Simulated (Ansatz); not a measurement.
One crystal and one scan (frozen-phonon scan) at two levels, PBE (plane waves to 420 eV, PAW, scalar-relativistic; Ansatz, a first-principles code) and r2SCAN (plane waves to 500 eV, PAW, scalar-relativistic; Ansatz), each from its own relaxed cell and on its own mesh. The cell shown is that of PBE.

Starting cell, ZnCu (CsCl type):

```
CELL_PARAMETERS angstrom
      2.96382     0.00000     0.00000
      0.00000     2.96382     0.00000
      0.00000     0.00000     2.96382
ATOMIC_POSITIONS crystal
  Zn 0.00000 0.00000 0.00000
  Cu 0.50000 0.50000 0.50000
```

A phonon eigenvector at Γ is frozen into this cell: atom i moves by Q times the vector below, so Q is the largest atomic displacement, in Å. The cell is held. It is one choice among 3 degenerate patterns.

```
atom      x      y       z
----  -----  -----  ------
Zn1   0.000  0.000  -0.972
Cu2   0.000  0.000   1.000
```

ZnCu is run without spin polarisation. ZnCu was relaxed with its symmetry unable to fall. With partly filled bands, energies and forces of such displacements shift with the k mesh and the smearing. Percentages come from the unrounded values. Both scans cover Q from -0.280 to 0.280 Å.

Results of PBE:

```
Quantity                                                                                                                                          Result
----------------------------------------------------------------------------------------  --------------------------------------------------------------
Lattice constant a (Å)                                                                                                                             2.964
Energy at Q = 0.280 Å (meV/cell)                                                                                                                     641
Harmonic wavenumber from the curvature (finite differences) (cm⁻¹ (negative: imaginary))                                                             193
Space group of the distorted cell                                                                                      P4mm (No. 99), lowered from Pm-3m
Symmetry of the curve                                                                                                      even: the same for both signs
Shape of the curve                                                                        a single well with its minimum at or next to zero displacement
```

Estimate the r2SCAN values.


```json
[
 {"quantity": "Lattice constant a (Å)", "r2SCAN": "2.919", "PBE − r2SCAN": "+0.045 (+1.5 %)"},
 {"quantity": "Energy at Q = 0.280 Å (meV/cell)", "r2SCAN": "738", "PBE − r2SCAN": "-97 (-13 %)"},
 {"quantity": "Harmonic wavenumber from the curvature (finite differences) (cm⁻¹ (negative: imaginary))", "r2SCAN": "208", "PBE − r2SCAN": "-15 (-7 %)"}
]
```

PBE gives the higher value for: lattice constant a. PBE gives the lower value for: energy at Q = 0.280 Å; harmonic wavenumber from the curvature. Both give the same space group of the distorted cell: P4mm (No. 99), lowered from Pm-3m. Neither level is exact: the differences show how much the result hangs on the functional.

(For displaced atoms, the force is minus the slope of the energy, and its curvature is a force constant, which sets phonon frequencies.)
